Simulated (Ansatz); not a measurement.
Mg2Si:
```
Mg2Si
1.0
    0.00000     3.18218     3.18218
    3.18218     0.00000     3.18218
    3.18218     3.18218     0.00000
Si Mg
1 2
Direct
  0.00000   0.00000   0.00000
  0.25000   0.25000   0.25000
  0.75000   0.75000   0.75000
```

Tensor components refer to the Cartesian frame of this cell.

**Question.** Give the high-frequency dielectric tensor and the Born effective charge tensors of the independent atoms from DFPT, the program Ansatz at the PBE level (PAW).

**Answer.** 
ε∞:
```
15.4  0.00  0.00
0.00  15.4  0.00
0.00  0.00  15.4
```
Z* of atom 1 (Si), rows: field, columns: displacement, in e:
```
-3.72   0.00   0.00
 0.00  -3.72   0.00
 0.00   0.00  -3.72
```
Z* of atom 2 (Mg), rows: field, columns: displacement, in e:
```
1.86  0.00  0.00
0.00  1.86  0.00
0.00  0.00  1.86
```

Static charges for comparison (Bader): Si1 -2.97, Mg2 +1.48 e. Born charges measure polarisation by displacement and can exceed these by far.

Space group Fm-3m (fluorite or antifluorite type). Symmetry was held in the PBE relaxation.

Potentials: the later of the program's two PAW sets.
